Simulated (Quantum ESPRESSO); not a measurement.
# Moving one atom in Si2BPC4

The results below are calculated, not measured. They come from pw.x of Quantum ESPRESSO 7.5, a plane-wave density functional program, with PseudoDojo standard norm-conserving files (v0.5 for PBE, v0.4.1 for LDA and PBEsol). The cells are made up: elements, strain and atom displacements were drawn at random, and nothing was relaxed. There is no spin polarisation, spin-orbit coupling or dispersion term.

The cell has 8 sites of a wurtzite lattice (rectangular cell). Sites 1 to 4 hold Si B P Si; sites 5 to 8 hold C C C C. Cell vectors in Å: (3.110, -0.013, -0.019); (-0.023, 5.399, 0.070); (-0.031, 0.067, 5.045). Settings: PBE, cutoff 1116 eV, 6 x 4 x 4 k mesh shifted by half a step, Fermi-Dirac smearing of 0.025 eV.

Each run shifts the Si atom on site 4 along y and leaves all else fixed. Site 5 is one of its nearest neighbours. E is the free energy of the cell above the lowest run shown.

```
run,shift (Å),Fy on site 4 (eV/Å),Fy on site 5 (eV/Å),P (GPa),E (meV)
1,-0.1796,6.604,0.427,-9.83,1470.8
2,-0.0527,5.190,0.270,-12.14,713.5
3,0.0158,4.080,0.308,-13.25,394.6
4,0.0946,2.517,0.501,-14.32,132.7
5,0.1185,1.983,0.597,-14.59,78.9
7,0.1850,0.354,0.981,-15.17,0.0
6,0.1686,?,?,?,?
```

A rerun of one of these cells at 1347 eV and k mesh 8 x 6 x 6 moved values by no more than 0.003 eV in the cell's energy, 0.17 GPa in stress and 0.007 eV/Å in force.

## Worked fit

A parabola through the six runs shown gives Fy on site 4 = 4.356 - 17.03 u - 25.0 u² eV/Å, with u in Å and a scatter of 0.006 eV/Å. Minus the slope, 17.03 ± 0.10 eV/Å², is this atom's force constant along y at u = 0, with its periodic images moving too. The fitted force does not vanish within the range. The error is the larger of the fit's own and the change that a cubic makes, rounded up.

## Withheld run

Question: what Fy on site 4 should run 6 give?

The fit gives 0.774 eV/Å. The calculation gave 0.776 eV/Å.

| run | shift (Å) | Fy on site 4 (eV/Å) | Fy on site 5 (eV/Å) | P (GPa) | E (meV) |
| --- | --- | --- | --- | --- | --- |
| 6 | 0.1686 | 0.776 | 0.870 | -15.06 | 9.3 |